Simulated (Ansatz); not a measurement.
# GdO (zincblende structure)

**The experiment.** The Crystallography Open Database holds a cell as deposited of cubic GdO (space group F-43m), temperature not stated (1974): a = 5.400 Å, 19.68 Å³/atom.

Level of theory: DFT, PBE+U (U_eff = 6 eV on Gd 4f), scalar-relativistic, collinear spin; plane waves to 420 eV with PAW datasets (Ansatz 0.2.0), 10×10×10 k-mesh, Gaussian smearing of 0.05 eV; PAW files: Ansatz's generated set soft_2.

```xyz
2
Lattice="0.0000 2.6984 2.6984 2.6984 0.0000 2.6984 2.6984 2.6984 0.0000" Properties=species:S:1:pos:R:3 pbc="T T T"
Gd    0.0000    0.0000    0.0000
O     1.3492    1.3492    1.3492
```

The start was a prototype's sites filled with these elements; the Crystallography Open Database holds the compound in this structure.

Magnetic state: ferromagnetic, site spin moments Gd 7.02 μB.

The cell above was scaled in volume, its shape and atoms being fixed by the lattice's symmetry. Energies are counted from the cell above.

```tsv
V (Å³/atom)	ΔE (meV/atom)	P from the stress (GPa)
18.568	20.44	6.38
18.863	10.53	4.46
19.256	2.49	2.11
19.649	0.00	0.00
20.042	2.40	-1.91
20.435	9.23	-3.62
21.024	26.82	-5.88
21.614	52.14	-7.82
```

Do the energies and the pressures agree? Compare −ΔE/ΔV between neighbouring points (1 meV/Å³ = 0.1602 GPa) with the mean of their pressures.

```
interval (Å³/atom)  −ΔE/ΔV (GPa)  mean P (GPa)
    18.57 to 18.86           5.4           5.4
    18.86 to 19.26           3.3           3.3
    19.26 to 19.65           1.0           1.1
    19.65 to 20.04          -1.0          -1.0
    20.04 to 20.43          -2.8          -2.8
    20.43 to 21.02          -4.8          -4.8
    21.02 to 21.61          -6.9          -6.9
```
They differ by 0.04 GPa at most.

What do the two routes give for V0, B0 and B0′?

A third-order Birch–Murnaghan fit of the energies: V0 = 19.65 Å³/atom, B0 = 100 GPa, B0′ = 4.2. A polynomial of P in ln V, with B = −dP/d ln V at P = 0: V0 = 19.65 Å³/atom, B0 = 100 GPa, B0′ = 4.2.

B0·V0 = 100.3 GPa × 19.65 Å³ = 12.29 eV/atom sets the scale: near the minimum ΔE ≈ ½ B0 V0 x², with x = V/V0 − 1, and a pressure of 1.0 GPa squeezes the volume by about 1 %. At the ends of the curve: x = −5.5 % predicts 18.5 meV/atom and the run gives 20.4; x = +10.0 % predicts 61.6 meV/atom and the run gives 52.1. The lopsidedness is anharmonic: atoms resist being pushed together more than being pulled apart.

**Against experiment.** PBE+U gives 5.397 Å and 19.65 Å³/atom, −0.2 % in volume (−0.1 % in length) from the database's cell. Agreement this close is partly luck: the calculation is for a static lattice, the crystal has zero-point motion and thermal expansion, roughly 0.6 to 1.6 % in volume at 300 K (room temperature assumed) by Grüneisen's rule, γ·3k_BT/(B0·V0) with γ of 1 to 2.5.

No spin–orbit coupling, a notable omission for heavy elements. The run wasn't fully tested for a lower electronic state. Site moments are of spin, integrated over atomic spheres. A U of this size is made for insulators; in a metal, as here, it tends to take f weight out of the bonding and to swell the cell.
